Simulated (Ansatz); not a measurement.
LuScAs2 (ordering on rocksalt) by several functionals

All numbers come from the PAW code Ansatz. No magnetic order. The prototype was imposed, so other structures may be more stable.

The cell is LuScAs2, ordered on the rocksalt lattice (R-3m) with 4 atoms a cell; cell and atoms were relaxed with r2SCAN. It is trigonal, R-3m (No. 166); conventional cell a = 3.945 Å, c = 19.301 Å, 21.68 Å³ an atom. Around Sc lie 6 As at 2.76 Å; around Lu lie 6 As at 2.82 Å; around As lie 3 Sc at 2.76 Å and 3 Lu at 2.82 Å.

```
Sc Lu As
1.0
     1.97265    1.13891    6.43351
    -1.97265    1.13891    6.43351
     0.00000   -2.27782    6.43351
Sc Lu As
1 1 2
Direct
  0.00000 0.00000 0.00000
  0.50000 0.50000 0.50000
  0.25287 0.25287 0.25287
  0.74713 0.74713 0.74713
```

On this one geometry the levels give:
```tsv
level	k mesh	gap (eV)	kind	edges	least direct gap (eV)	rough cost
PBE	8×8×8	none (overlap 1.30)	–	–	–	26 core-seconds
PBE+SOC	8×8×8	none (overlap 1.43)	–	–	–	3 core-minutes
r2SCAN	8×8×8	none (overlap 1.01)	–	–	–	50 core-seconds
```
All runs use a smearing of 0.02 eV.
Wave cutoffs: 420 eV, 500 eV (r2SCAN).
Costs come from shared machines and give only the order; PBE's includes the band path. The runs had 2 threads of Arm Neoverse V1, on a shared host.

r2SCAN gives no gap: the lowest nominally empty band dips 1.01 eV below the top of the last filled one (its bottom at F, the top at Γ), so the cell is a metal or semimetal at this level. PBE+SOC gives no gap: the lowest nominally empty band dips 1.43 eV below the top of the last filled one (its bottom at F, the top at Γ), so the cell is a metal or semimetal at this level.

No level opens a gap, but no hybrid is among them, and semilocal functionals can close a real gap.

Only the levels marked +SOC include spin-orbit coupling.
